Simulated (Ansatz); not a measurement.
Question: Sn (β-Sn type, I4_1/amd) is relaxed with plane-wave PAW LDA (Ansatz code). What lattice parameters of the conventional cell result?

Answer: a = 5.806 Å, c = 3.106 Å.

The cell was relaxed with LDA under the symmetry of its start. Axis ratios of metals converge slowly with the k-mesh, so a and c are less sure than the volume. Spin–orbit coupling is left out wherever it is not named.

Potentials: the later of the program's two PAW sets.
